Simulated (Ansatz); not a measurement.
**AlIn5Ga2N8: course of a relaxation**

These are results of DFT PBEsol, scalar-relativistic, plane waves, PAW (Ansatz 0.2.0), not measurements. (420 eV cutoff, 8×8×8 k-mesh, Gaussian smearing of 0.10 eV, no spin polarisation)

What was changed: 5 of 6 Al sites taken by In, cell and atoms relaxed.

Command:

```bash
ansatz run input.yaml --threads 2 --pin off --max-ram 5120MiB --backend cpu --events-out ev --progress --plain --runs-dir out
```

Input:

```yaml
crystal:
  lattice:
    - [-5.4940370162, 3.3872089994, 0.0025108]
    - [5.4940370162, 3.3872089994, -0.0025108]
    - [0.0063570717, -3.3872089994, -5.8934899935]
  atoms:
    - { symbol: In, position: [0.9171625119, 0.4171309645, 0.8342934764] }
    - { symbol: Al, position: [0.4171625119, 0.9171309645, 0.8342934764] }
    - { symbol: In, position: [0.8360429518, 0.835713624, 0.1717565758] }
    - { symbol: In, position: [0.3360429518, 0.335713624, 0.1717565758] }
    - { symbol: In, position: [0.8306047314, 0.8300555539, 0.6606602853] }
    - { symbol: In, position: [0.3306047314, 0.3300555539, 0.6606602853] }
    - { symbol: Ga, position: [0.4182319505, 0.9165729126, 0.3348048631] }
    - { symbol: Ga, position: [0.9182319505, 0.4165729126, 0.3348048631] }
    - { symbol: "N", position: [0.5942777602, 0.737409932, 0.3316876922] }
    - { symbol: "N", position: [0.0942777602, 0.237409932, 0.3316876922] }
    - { symbol: "N", position: [0.109138772, 0.2259111201, 0.835049892] }
    - { symbol: "N", position: [0.609138772, 0.7259111201, 0.835049892] }
    - { symbol: "N", position: [0.5356822621, 0.1469573406, 0.1826396027] }
    - { symbol: "N", position: [0.0356822621, 0.6469573406, 0.1826396027] }
    - { symbol: "N", position: [0.5170590601, 0.1320475522, 0.6491066123] }
    - { symbol: "N", position: [0.0170590601, 0.6320475522, 0.6491066123] }
basis:
  ecutwfc: 420
kpoints:
  mp_grid: { grid: [8, 8, 8] }
hamiltonian:
  xc: pbesol
scf:
  occupations: { method: gaussian, width: 0.1 }
output:
  forces: true
  stress: true
  eigenvalues: true
relax:
  adjacent_minimum: "off"
  f_tol: 0.015
  max_steps: 60
  cell: { stress_tol: 0.15 }
```

F is the free energy. Steps run on the plane waves of an earlier cell, but the last one, and at times one on the way, on a freshly chosen basis, so a repeated geometry can differ a little in energy.

Steps:

```tsv
step	F − F(1) (eV)	largest force component (eV/Å)	V (Å³/atom)	P (GPa)
1	0.0000	2.551	13.709	2.13
2	-0.7363	1.017	13.875	-1.25
3	-0.8287	0.737	13.653	1.07
4	-0.8555	0.105	13.784	-0.35
5	-0.8611	0.031	13.743	0.04
6	-0.8611	0.005	13.749	0.00
7	-0.8629	0.005	13.749	0.01
```

Relaxed structure:

```
CELL_PARAMETERS angstrom
-5.52715 3.38897 0.00208
5.52715 3.38897 -0.00208
0.00594 -3.38897 -5.87196
ATOMIC_POSITIONS crystal
In 0.91855 0.41731 0.83586
Al 0.41619 0.91273 0.82892
In 0.82785 0.83992 0.16777
In 0.34249 0.32800 0.17049
In 0.83191 0.82894 0.66384
In 0.33490 0.33192 0.66384
Ga 0.41455 0.91198 0.33514
Ga 0.92316 0.42059 0.33514
N 0.58901 0.73644 0.33252
N 0.09608 0.24351 0.33252
N 0.10918 0.22684 0.83602
N 0.58919 0.74170 0.83089
N 0.53445 0.12621 0.16065
N 0.03407 0.65274 0.18681
N 0.50889 0.11388 0.65979
N 0.04592 0.65090 0.65979
```

The structure is monoclinic, space group Cm (No. 8). The conventional cell has a = 11.054 Å, b = 6.778 Å, c = 8.058 Å, α = 90.00°, β = 133.23°, γ = 90.00°. In (site symmetry m) has 4 N at 2.11 to 2.17 Å as nearest neighbours. Around Al (site symmetry m) lie 4 N at 1.90 to 2.02 Å. Around In (site symmetry m) lie 4 N at 2.11 to 2.18 Å. In (site symmetry m) has 4 N at 2.09 to 2.18 Å as nearest neighbours. Around In (site symmetry 1) lie 4 N at 2.09 to 2.17 Å. Ga (site symmetry 1) has 4 N at 1.93 to 2.07 Å as nearest neighbours. N (site symmetry 1) has 1 Ga at 1.93 Å and 3 In at 2.11 to 2.12 Å as nearest neighbours. Around N (site symmetry m) lie 4 In at 2.09 to 2.11 Å.

The run converged. The run took 5.7 min on 2 threads of AMD EPYC 9R45 96-Core Processor (Zen 5) (shared host), peak memory 2.1 GiB.